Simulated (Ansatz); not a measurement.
Mg (hcp (Mg type)), relaxed with LDA (Ansatz, a first-principles code, plane waves, PAW): a = b = 3.1466 Å, c = 5.0380 Å, α = β = 90.00°, γ = 120.00°.

Question: The same phase is relaxed and computed with PBE+D3(BJ) in the same code. What is the cell now?

Answer: a = b = 3.151 Å, c = 5.048 Å, α = β = 90.00°, γ = 120.00°.

All cells were relaxed under the symmetry of their starts (and spin orders); stability against distortions was not tested throughout.

Potentials: the earlier of the program's two PAW sets.

Ansatz is a plane-wave DFT program.
